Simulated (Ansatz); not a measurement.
Data:

Starting cell, ZnCu (CsCl type):

```
CELL_PARAMETERS angstrom
      5.92765     0.00000     0.00000
      0.00000     2.96382     0.00000
      0.00000     0.00000     2.96382
ATOMIC_POSITIONS crystal
  Zn 0.00000 0.00000 0.00000
  Zn 0.50000 0.00000 0.00000
  Cu 0.25000 0.50000 0.50000
  Cu 0.75000 0.50000 0.50000
```

In this cell atom 3 (Cu, nearest neighbour Zn at 2.567 Å; its periodic images, 3.0 Å or more away, move with it) is moved by s along Cartesian [111], unit vector (0.577, 0.577, 0.577); all other atoms and the cell stay fixed.

All values below come from PBE (plane waves to 420 eV, PAW, scalar-relativistic; Ansatz, a first-principles code). k mesh 7×13×13 (Γ-centred), Fermi-Dirac smearing 0.05 eV. E stands for the smeared free energy. Left out: 2 of 11 points, with atoms too close for the PAW data. With partly filled bands, energies and forces of such displacements shift with the k mesh and the smearing. ZnCu is run without spin polarisation. ZnCu was relaxed with its symmetry unable to fall. ΔE is measured from the undisplaced structure.

The scan covers s from -0.616 to 0.616 Å in 9 points.

**Question.** Is the energy the same for equal positive and negative displacements?

**Answer.** Even: the same for both signs. With its periodic images moving along, the atom's site symmetry in this cell is 4/mmm.

**Question.** What is the energy change at s = 0.616 Å?

**Answer.** 1427 meV/cell.

**Question.** What force acts on the atom along the line at s = -0.616 Å?

**Answer.** 6.88 eV/Å.

**Question.** What is the force constant k = d²E/ds² of this move at s = 0?

**Answer.** 4.52 eV/Å².

(For displaced atoms, the force is minus the slope of the energy, and its curvature is a force constant, which sets phonon frequencies.)
